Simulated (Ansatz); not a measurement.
# Ta3AsAu2O13: changing the Hubbard U on Au d, Ta d

```cif
data_structure
_symmetry_space_group_name_H-M 'P 1'
_symmetry_Int_Tables_number 1
_cell_length_a 7.3352
_cell_length_b 7.3352
_cell_length_c 7.3352
_cell_angle_alpha 91.235
_cell_angle_beta 91.235
_cell_angle_gamma 91.235
_cell_volume 394.40
loop_
_atom_site_label
_atom_site_type_symbol
_atom_site_fract_x
_atom_site_fract_y
_atom_site_fract_z
_atom_site_occupancy
Ta1 Ta 0.23108 0.57229 0.23108 1
Ta2 Ta 0.23108 0.23108 0.57229 1
Ta3 Ta 0.57229 0.23108 0.23108 1
As1 As 0.55878 0.55878 0.55878 1
Au1 Au 0.96559 0.96559 0.96559 1
Au2 Au 0.75105 0.75105 0.75105 1
O1 O 0.40884 0.66762 0.40884 1
O2 O 0.40884 0.40884 0.66762 1
O3 O 0.66762 0.40884 0.40884 1
O4 O 0.49726 0.01313 0.36024 1
O5 O 0.36024 0.49726 0.01313 1
O6 O 0.01313 0.36024 0.49726 1
O7 O 0.36024 0.01313 0.49726 1
O8 O 0.01313 0.49726 0.36024 1
O9 O 0.49726 0.36024 0.01313 1
O10 O 0.10963 0.74806 0.10963 1
O11 O 0.10963 0.10963 0.74806 1
O12 O 0.74806 0.10963 0.10963 1
O13 O 0.30840 0.30840 0.30840 1
```

The cell comes from a database or a generator and needn't be the stable form of this composition.

Kept alike: task projected density of states; functional PBE; k mesh 4 × 4 × 4; occupations fermi-dirac, width 0.05 eV; no spin polarisation. Program: Ansatz, Ansatz PAW, cutoff 420 eV. The mesh is that of the run's cell of 19 atoms. No spin-orbit coupling.

| Hubbard U on Au d, Ta d, U (eV) | pressure (GPa) |
| --- | --- |
| 2 | 0.55 |
| 4 | 1.13 |
| 6 | 1.76 |
| 8 | 2.44 |

Pressure is positive in compression, with a Pulay correction for the finite cutoff. U acts here on a shell without spin polarisation. How U acts hangs on the program's projectors. U is the effective U - J on orthogonalised atomic projectors. Double counting: fully localised limit (the default).

The pressure rises from 0.55 to 2.44 GPa between 2 and 8 eV. U localises the shell and weakens its bonds, so the cell pushes outwards.
